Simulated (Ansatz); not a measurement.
Computed with DFT r2SCAN, scalar-relativistic, plane waves, PAW in Ansatz.

Structure of CuTe:

```xyz
4
Lattice="3.2624 0.0000 0.0000 0.0000 3.9954 0.0000 0.0000 0.0000 7.3700" Properties=species:S:1:pos:R:3 pbc="T T T"
Cu    0.0000    1.9977    3.4426
Cu    1.6312    0.0000    3.9274
Te    0.0000    0.0000    1.7885
Te    1.6312    1.9977    5.5815
```

Plane waves to 500 eV, a k mesh through Γ of 12×10×6 on the computed 4-atom cell and Gaussian smearing (0.10 eV); no spin polarisation.

Levels along Γ–X–S–Y–Γ–Z–U–R–T–Z | X–U | Y–T | S–R, in eV from the Fermi level, sorted by energy at each point. Points in fractions of the primitive reciprocal vectors: Γ (0.000 0.000 0.000), X (0.500 0.000 0.000), S (0.500 0.500 0.000), Y (0.000 0.500 0.000), Z (0.000 0.000 0.500), U (0.500 0.000 0.500), R (0.500 0.500 0.500), T (0.000 0.500 0.500).
```tsv
point	k (1/Å, with 2π)	band 32	band 33	band 34	band 35	band 36	band 37	band 38
Γ	0.000	-1.76	-1.09	0.42	1.33	2.42	2.81	3.31
-	0.138	-1.56	-1.02	0.45	0.77	2.09	2.55	3.37
-	0.275	-1.26	-0.84	-0.38	0.53	0.84	2.71	3.52
-	0.413	-1.47	-0.91	-0.56	-0.39	0.65	2.99	3.77
-	0.550	-2.04	-1.28	-0.51	-0.36	0.78	3.37	3.81
-	0.688	-2.25	-1.69	-0.39	-0.09	0.86	3.21	3.75
-	0.825	-2.33	-1.65	-0.78	0.32	0.83	3.20	3.89
X	0.963	-2.40	-1.29	-1.29	0.65	0.65	3.58	3.58
-	1.075	-2.40	-1.29	-1.29	0.43	0.43	3.59	3.59
-	1.188	-2.41	-1.31	-1.31	-0.07	-0.07	3.60	3.60
-	1.300	-2.42	-1.36	-1.36	-0.61	-0.61	3.57	3.57
-	1.412	-2.42	-1.46	-1.46	-1.05	-1.05	3.46	3.46
-	1.525	-2.40	-1.60	-1.60	-1.32	-1.32	3.25	3.25
-	1.637	-2.31	-1.73	-1.73	-1.50	-1.50	3.02	3.02
S	1.749	-2.24	-1.78	-1.78	-1.57	-1.57	2.95	2.95
-	1.887	-2.33	-1.78	-1.78	-1.48	-1.48	2.98	2.98
-	2.024	-2.41	-1.77	-1.77	-1.37	-1.37	3.46	3.46
-	2.162	-2.36	-1.79	-1.79	-1.10	-1.10	4.33	4.33
-	2.300	-2.28	-1.89	-1.89	-0.34	-0.34	4.50	4.50
-	2.437	-2.30	-1.97	-1.97	0.83	0.83	4.43	4.43
-	2.575	-2.40	-2.00	-2.00	2.02	2.02	4.34	4.34
Y	2.712	-2.46	-2.01	-2.01	2.60	2.60	4.31	4.31
-	2.825	-2.33	-2.06	-1.91	2.42	2.73	3.99	4.49
-	2.937	-2.21	-1.98	-1.75	2.19	2.80	3.72	4.37
-	3.049	-2.08	-1.70	-1.49	1.95	2.83	3.60	4.05
-	3.162	-1.97	-1.37	-1.07	1.71	2.84	3.66	3.67
-	3.274	-1.86	-1.15	-0.51	1.51	2.83	3.21	3.85
-	3.386	-1.78	-1.07	0.10	1.38	2.71	2.81	3.59
Γ	3.499	-1.76	-1.09	0.42	1.33	2.42	2.81	3.31
-	3.559	-1.76	-1.14	0.40	1.33	2.50	2.80	3.32
-	3.620	-1.76	-1.29	0.35	1.35	2.70	2.77	3.35
-	3.681	-1.76	-1.49	0.29	1.38	2.72	2.97	3.39
-	3.742	-1.76	-1.70	0.21	1.41	2.67	3.20	3.49
-	3.803	-1.88	-1.76	0.15	1.44	2.62	3.32	3.65
-	3.864	-1.89	-1.76	0.10	1.47	2.59	3.37	3.76
Z	3.925	-1.89	-1.76	0.09	1.47	2.58	3.39	3.79
-	4.062	-1.98	-1.51	0.12	0.92	1.93	3.44	3.88
-	4.200	-1.81	-1.17	-0.22	0.22	0.70	3.61	4.09
-	4.338	-1.57	-1.28	-0.80	-0.45	0.37	3.88	4.34
-	4.475	-1.96	-1.17	-1.17	-0.39	0.54	3.94	4.22
-	4.613	-2.21	-1.36	-0.80	0.03	0.69	2.80	3.55
-	4.750	-2.32	-1.16	-0.59	0.40	0.75	2.12	2.77
U	4.888	-2.36	-0.79	-0.79	0.66	0.66	2.18	2.18
-	5.000	-2.36	-0.82	-0.82	0.46	0.46	2.24	2.24
-	5.112	-2.38	-0.94	-0.94	0.02	0.02	2.42	2.42
-	5.225	-2.40	-1.16	-1.16	-0.43	-0.43	2.69	2.69
-	5.337	-2.42	-1.43	-1.43	-0.79	-0.79	3.03	3.03
-	5.449	-2.41	-1.65	-1.65	-1.10	-1.10	3.40	3.40
-	5.562	-2.35	-1.82	-1.82	-1.34	-1.34	3.71	3.71
R	5.674	-2.29	-1.91	-1.91	-1.44	-1.44	3.83	3.83
-	5.812	-2.39	-1.85	-1.85	-1.29	-1.29	3.71	3.71
-	5.949	-2.46	-1.78	-1.78	-1.06	-1.06	3.75	3.75
-	6.087	-2.40	-1.66	-1.66	-0.83	-0.83	3.29	3.29
-	6.224	-2.31	-1.56	-1.56	-0.24	-0.24	2.88	2.88
-	6.362	-2.32	-1.58	-1.58	0.85	0.85	2.58	2.58
-	6.500	-2.40	-1.62	-1.62	2.00	2.00	2.41	2.41
T	6.637	-2.46	-1.64	-1.64	2.31	2.31	2.61	2.61
-	6.749	-2.33	-1.71	-1.56	2.20	2.47	2.63	2.68
-	6.862	-2.21	-1.79	-1.45	2.29	2.34	2.70	3.09
-	6.974	-2.08	-1.87	-1.27	2.07	2.69	2.75	3.62
-	7.086	-1.97	-1.91	-0.97	1.85	2.65	3.36	4.12
-	7.199	-1.93	-1.86	-0.56	1.65	2.61	4.06	4.37
-	7.311	-1.93	-1.78	-0.12	1.52	2.58	3.73	4.07
Z	7.423	-1.89	-1.76	0.09	1.47	2.58	3.39	3.79
X	7.423	-2.40	-1.29	-1.29	0.65	0.65	3.58	3.58
-	7.484	-2.40	-1.27	-1.27	0.65	0.65	3.49	3.49
-	7.545	-2.39	-1.21	-1.21	0.65	0.65	3.27	3.27
-	7.606	-2.38	-1.12	-1.12	0.65	0.65	2.98	2.98
-	7.667	-2.37	-1.01	-1.01	0.65	0.65	2.68	2.68
-	7.728	-2.37	-0.90	-0.90	0.66	0.66	2.42	2.42
-	7.789	-2.36	-0.82	-0.82	0.66	0.66	2.24	2.24
U	7.850	-2.36	-0.79	-0.79	0.66	0.66	2.18	2.18
Y	7.850	-2.46	-2.01	-2.01	2.60	2.60	4.31	4.31
-	7.911	-2.46	-2.00	-2.00	2.60	2.60	4.13	4.13
-	7.971	-2.46	-1.96	-1.96	2.60	2.60	3.75	3.75
-	8.032	-2.46	-1.89	-1.89	2.60	2.60	3.32	3.32
-	8.093	-2.46	-1.81	-1.81	2.60	2.60	2.92	2.92
-	8.154	-2.46	-1.73	-1.73	2.60	2.60	2.61	2.61
-	8.215	-2.46	-1.66	-1.66	2.39	2.39	2.61	2.61
T	8.276	-2.46	-1.64	-1.64	2.31	2.31	2.61	2.61
S	8.276	-2.24	-1.78	-1.78	-1.57	-1.57	2.95	2.95
-	8.337	-2.24	-1.79	-1.79	-1.56	-1.56	2.98	2.98
-	8.398	-2.25	-1.81	-1.81	-1.54	-1.54	3.08	3.08
-	8.459	-2.26	-1.83	-1.83	-1.51	-1.51	3.23	3.23
-	8.520	-2.27	-1.86	-1.86	-1.48	-1.48	3.41	3.41
-	8.580	-2.28	-1.89	-1.89	-1.46	-1.46	3.61	3.61
-	8.641	-2.28	-1.91	-1.91	-1.44	-1.44	3.77	3.77
R	8.702	-2.29	-1.91	-1.91	-1.44	-1.44	3.83	3.83
```

Spin-orbit coupling is left out, which matters for the bands of heavy elements. The cell holds layers, and where no dispersion correction was added their binding is poorly described.